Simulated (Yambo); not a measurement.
Quantum ESPRESSO input (LDA, PseudoDojo standard norm-conserving files, scalar-relativistic) whose wavefunctions are converted with p2y:

```
&CONTROL
  calculation = 'nscf'
  pseudo_dir = './pseudo'
  outdir = './out'
/
&SYSTEM
  ibrav = 0
  nat = 12
  ntyp = 4
  ecutwfc = 84.0
  ecutrho = 336.0
  occupations = 'fixed'
  force_symmorphic = .true.
  nbnd = 278
/
&ELECTRONS
  conv_thr = 1.2000000000000002e-08
  diago_full_acc = .true.
  diago_thr_init = 1e-08
/
ATOMIC_SPECIES
O 15.9990 O.upf
S 32.0600 S.upf
K 39.0983 K.upf
Sc 44.9559 Sc.upf
CELL_PARAMETERS angstrom
  4.270505000000  -2.684490000000   0.000000000000
  4.270505000000   2.684490000000   0.000000000000
 -0.663724000000   0.000000000000   8.155827000000
ATOMIC_POSITIONS crystal
O   0.313530000000   0.313530000000   0.366200000000
O   0.686470000000   0.686470000000   0.633800000000
O   0.243490000000   0.695410000000   0.180340000000
O   0.756510000000   0.304590000000   0.819660000000
O   0.304590000000   0.756510000000   0.819660000000
O   0.695410000000   0.243490000000   0.180340000000
O   0.240150000000   0.240150000000   0.068900000000
O   0.759850000000   0.759850000000   0.931100000000
S   0.369470000000   0.369470000000   0.202480000000
S   0.630530000000   0.630530000000   0.797520000000
K   0.000000000000   0.000000000000   0.500000000000
Sc   0.000000000000   0.000000000000   0.000000000000
K_POINTS automatic
1 1 1 0 0 0
```

Yambo's initialisation report on symmetry, reciprocal space, the k grid and the gaps on this mesh:

```
  [02.02] Symmetries
  ==================

  Inversion symmetry    : yes
  Spatial inversion     : yes
  Inversion index       :  3
  K-space Time-reversal : no
  Magnetic symmetries   : no
  Group table correct   : yes
  Symmetries units      :  [cc]

  [02.03] Reciprocal space
  ========================

  nG shells         :   32422
  nG charge         :  131239
  nG WFs            :  16373
  nC WFs            :  16373
  G-vecs. in first 80 shells:  [ Number ]
    1   3   7   9  11  15  17  21  23
    27   29   33   35   37   39   43   47   51
    53   57   61   65   69   73   77   79   83
    87   89   91   95   97  101  103  105  109
   113  117  119  123  127  129  131  135  139
   143  145  149  153  157  161  165  169  171
   175  179  183  187  191  193  197  201  205
   207  211  215  219  221  225  229  233  237
   241  245  249  251  255  259  263  267
  ...
  Shell energy in first 80 shells:  [ mHa ]
     0.0000   83.0990  268.0304  305.0986  332.3962  338.2142  362.3671  364.0448  414.0283
   574.5960  585.8336  626.2572  689.1560  747.8913  767.0231  850.1221  878.2277  922.5809
    975.498      977.176      1000.07      1054.67      1072.12      1099.42      1129.39      1130.48      1133.13
    1181.05      1220.39      1251.83      1288.12      1329.58      1352.86      1355.15      1449.47      1456.18
    1509.88      1514.91      1531.36      1545.95      1649.28      1656.11      1738.01      1742.36      1742.52
    1802.08      1813.30      1872.26      1897.50      1898.09      1987.42      2018.86      2052.83      2077.48
    2096.61      2098.62      2108.64      2117.14      2122.18      2123.27      2160.30      2216.49      2246.30
    2253.42      2280.93      2298.38      2301.87      2343.33      2362.80      2410.08      2412.27      2423.14
    2456.63      2505.03      2511.22      2511.73      2534.12      2560.17      2580.33      2588.71
  ...

  [02.04] K-grid lattice
  ======================

  Compatible Grid is   : 0D
  K lattice UC volume  :  0.196564 [a.u.]

  IBZ K-points                                      :  1
  BZ  K-points                                      :  1

  K/Q-points units:
  rlu = crystal or reduced units; cc = cartesian coordinates; iku = interal k-units

  K [1]          [rlu]:  0.000000  0.000000  0.000000
         WF components:  16373

  [02.05] Energies & Occupations
  ==============================

  [X] === General ===
  [X] Electronic Temperature                        :  0.000000  0.000000 [eV K]
  [X] Bosonic    Temperature                        :  0.000000  0.000000 [eV K]
  [X] Finite Temperature mode                       : no
  [X] El. density                                   :  0.42781E+24 [cm-3]
  [X] Fermi Level                                   :  1.917310 [eV]

  [X] === Gaps and Widths ===
  [X] Conduction Band Min                           :  4.344945 [eV]
  [X] Valence Band Max                              :  0.000000 [eV]
  [X] Filled Bands                                  :   40
  [X] Empty Bands                                   :   41  278
  [X] Direct Gap                                    :  4.344945 [eV]
  [X] Direct Gap localized at k                     :  1
```
The gaps are LDA values on this mesh alone; only operations without fractional translations are kept.

Geometry of the Materials Project entry, not relaxed at this level.
